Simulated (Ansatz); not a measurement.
Structure types of Zr were relaxed at one common pressure (all-electron LAPW in Ansatz 0.2.0 under LDA, scalar-relativistic, no spin polarisation, zero temperature). They take these volumes:

```tsv
type	space group	V (Å³/atom)
hcp	P6_3/mmc	10.94
sc	Pm-3m	11.43
diamond	Fd-3m	12.76
beta tin	I4_1/amd	11.22
```

Problem. At about which pressure, and is the densest type also the lowest in enthalpy?

Solution. 220 GPa. The densest is hcp, and it is also the lowest in enthalpy among these.
